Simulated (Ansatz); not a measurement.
TaAs:
```
CELL_PARAMETERS angstrom
     -1.72078     1.72078     5.85749
      1.72078    -1.72078     5.85749
      1.72078     1.72078    -5.85749
ATOMIC_POSITIONS crystal
  Ta 0.99929 0.99929 0.00000
  Ta 0.74929 0.24929 0.50000
  As 0.41671 0.41671 0.00000
  As 0.16671 0.66671 0.50000
```

Relaxed with r²SCAN. Special points in fractions of this cell's reciprocal vectors: Γ (0.000, 0.000, 0.000); X (0.000, 0.000, 0.500); P (0.250, 0.250, 0.250); N (0.000, 0.500, 0.000); M (0.500, 0.500, -0.500); S (0.272, 0.728, -0.272); S0 (-0.272, 0.272, 0.272); R (-0.043, 0.043, 0.500); G (0.500, 0.500, -0.043).

**Question.** List the band energies nearest the Fermi level at these points for the program Ansatz at the r²SCAN level (PAW).

**Answer.** In eV from the Fermi level; about four levels below and three above (degenerate sets whole), none deeper than 8.9 eV; points with the same levels are listed once.

| k | below | above |
|---|---|---|
| Γ | -2.47 -2.06 -1.81 -1.81 | 0.95 1.65 2.49 |
| X | -3.47 -3.47 -1.27 -1.27 | 3.00 3.00 3.23 3.23 |
| P | -3.48 -3.48 -1.27 -1.27 | 3.01 3.01 3.22 3.22 |
| N | -2.64 -2.53 -1.68 -0.34 | 0.14 1.45 2.41 |
| M | -2.92 -2.92 -1.13 -1.13 | 1.28 1.28 2.42 2.42 |
| S | -2.62 -2.62 -1.89 -0.09 | 0.04 1.80 2.29 |
| R | -3.45 -3.45 -1.29 -1.29 | 2.82 2.82 3.17 3.17 |

Space group I4_1md. The r²SCAN relaxation kept the symmetry of its start. The run is not spin-polarised. A small band overlap can be real or an error of a semilocal functional. The Fermi level of a semimetal is unsure by some 0.05 eV on such meshes. Scalar-relativistic: spin–orbit coupling is off unless named, which matters more the heavier the elements.

Potentials: the later of the program's two PAW sets.
